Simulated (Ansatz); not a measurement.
**What settings do to one calculation: (110) superlattice of 6 and 4 atomic planes of zincblende GaAs and InAs, in-plane a of InAs, 20 atoms**

Ansatz (PAW, plane waves), atoms fixed. The base input:

```yaml
crystal:
  lattice:
    - [3.043669, -3.043669, 0.000000]
    - [0.000000, 0.000000, 6.087337]
    - [-14.096583, -14.096583, 0.000000]
  atoms:
    - { symbol: In, position: [0.985524, 0.992933, 0.783544] }
    - { symbol: In, position: [0.007560, 0.998052, 0.567782] }
    - { symbol: In, position: [0.493054, 0.496952, 0.676662] }
    - { symbol: In, position: [0.504421, 0.491385, 0.892057] }
    - { symbol: Ga, position: [0.995053, 0.005592, 0.375886] }
    - { symbol: Ga, position: [0.989028, 0.005527, 0.998844] }
    - { symbol: Ga, position: [0.013273, 0.001016, 0.189832] }
    - { symbol: Ga, position: [0.497520, 0.492019, 0.286343] }
    - { symbol: Ga, position: [0.506000, 0.501922, 0.472125] }
    - { symbol: Ga, position: [0.499139, 0.489258, 0.091762] }
    - { symbol: As, position: [0.004446, 0.252536, 0.674098] }
    - { symbol: As, position: [0.988725, 0.256881, 0.282327] }
    - { symbol: As, position: [0.981876, 0.246935, 0.889614] }
    - { symbol: As, position: [0.012897, 0.253275, 0.471261] }
    - { symbol: As, position: [0.985727, 0.243365, 0.098833] }
    - { symbol: As, position: [0.518065, 0.747754, 0.567975] }
    - { symbol: As, position: [0.497605, 0.743841, 0.191721] }
    - { symbol: As, position: [0.505958, 0.745380, 0.785390] }
    - { symbol: As, position: [0.489782, 0.746549, 0.380179] }
    - { symbol: As, position: [0.498975, 0.756246, 0.000821] }
kpoints:
  mp_grid: { grid: [4, 3, 1] }
hamiltonian:
  xc: pbesol
scf:
  occupations: { method: fermi_dirac, width: 0.01 }
output:
  forces: true
  eigenvalues: true
  stress: true
  populations: true
```

Command:

```sh
ansatz run in.yaml --threads 2 --pin off --max-ram 19000MiB --runs-dir r --events-out ev --progress --plain --backend cuda --devices 0, --max-vram 18GiB
```

It converged in 9 iterations and 14 s of wall time on one NVIDIA H100 with 2 processor threads, on a host shared with other runs; peak host memory 1.3 GiB; largest force component 1.44 eV/Å, pressure -1.69 GPa. The cutoff was the default, 420 eV. The base isn't a converged reference: it has few k points, and its atoms are unrelaxed. Each run below changes the keys shown and caps the iterations.

```csv
run,changed,ending,iterations,free energy less the base (meV per atom),rms change of forces (eV/Å),change of pressure (GPa),"wall time (s, shared host)"
1,"accuracy low (cutoff and grids as in the base), max_iter 70",converged,9,0.0,0.000,0.00,12 GPU
2,"accuracy high, max_iter 9, mixing algorithm broyden",converged,9,0.0,0.000,0.00,16 GPU
3,"n_extra_bands 1, max_iter 80",converged,9,0.0,0.000,0.00,13 GPU
4,"occupations cold, accuracy low (cutoff and grids as in the base), max_iter 90",converged,9,0.0,0.000,0.00,16 GPU
5,"ecutwfc 350 eV, max_iter 50",converged,9,4.4,0.001,0.02,14 GPU
6,"max_iter 9, xc pbe0",converged,49,other zero,0.093,0.11,210 GPU
7,"initial_magnetization 8, max_iter 70, total_charge 6",converged,31,other zero,0.355,1.92,47 GPU
8,"mixing algorithm anderson, max_iter 90, k points a 2×2×2 mesh centred on Γ, total_charge -2",converged,12,other zero,0.154,1.93,13 GPU
```

«Other zero»: another functional, charge or dispersion term moves the zero of energy, so the difference says nothing of accuracy.

Runs with exact exchange count the iterations of all their loops.

**Question.** Which changes leave the result alone, and which of the same physical model moves the forces most?

**Answer.** The forces move by under 0.002 eV/Å in runs 1, 2, 3, 4, 5. Among the runs with the same functional, charge and dispersion term, none moves them by over 0.01 eV/Å.
